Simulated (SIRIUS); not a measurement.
Energy against volume for TiO2 (P4_2/mnm, 6 atoms in the cell; from Materials Project mp-2657): the cell is scaled uniformly, and the atoms keep their fractional positions.

```
CELL_PARAMETERS angstrom
      4.59984     0.00000     0.00000
      0.00000     4.59984     0.00000
      0.00000     0.00000     2.95921
ATOMIC_POSITIONS crystal
  Ti 0.50000 0.50000 0.00000
  Ti 0.00000 0.00000 0.50000
  O  0.69568 0.69568 0.50000
  O  0.30432 0.30432 0.50000
  O  0.80432 0.19568 0.00000
  O  0.19568 0.80432 0.00000
```

All values come from this method and carry its errors: PBE, GBRV PBE ultrasoft pseudopotentials (plane waves; SIRIUS).

Held fixed: parameters.ngridk = 4 4 6; parameters.xc_functionals = [XC_GGA_X_PBE, XC_GGA_C_PBE]; parameters.gk_cutoff = 6.325 1/bohr; parameters.pw_cutoff = 14.143 1/bohr; parameters.smearing = gaussian; parameters.smearing_width = 0.00183747 Ha; potentials = GBRV PBE ultrasoft pseudopotentials; parameters.electronic_structure_method = pseudopotential; parameters.num_bands = 29; parameters.num_mag_dims = 0; parameters.num_dft_iter = 100; parameters.energy_tol = 1e-07 Ha; parameters.density_tol = 1e-06; mixer.type = anderson; mixer.beta = 0.5; mixer.use_hartree = false.

The structure comes from a collection of computed structures, made at another level of theory; the collection holds predicted forms beside known ones.

```tsv
V (Å³/atom)	V/V(base)	ΔF (meV/atom, from the lowest row)	pressure (GPa)
9.809	0.940	53.8	22.12
10.018	0.960	29.2	15.69
10.227	0.980	12.5	9.90
10.331	0.990	6.9	7.22
10.435	1.000	3.0	4.68
10.540	1.010	0.7	2.27
10.644	1.020	0.0	-0.02
10.853	1.040	2.8	-4.26
11.062	1.060	10.8	-8.08
```

Question: Estimate the equilibrium volume and the bulk modulus from these points.

Answer: A third-order Birch-Murnaghan fit gives V0 = 10.64 Å³/atom and B0 = 227 GPa (largest residual 0.02 meV/atom). V0 and B0 belong to these fixed fractional positions and this cell shape; relaxing them, where they are free, usually lowers B0.
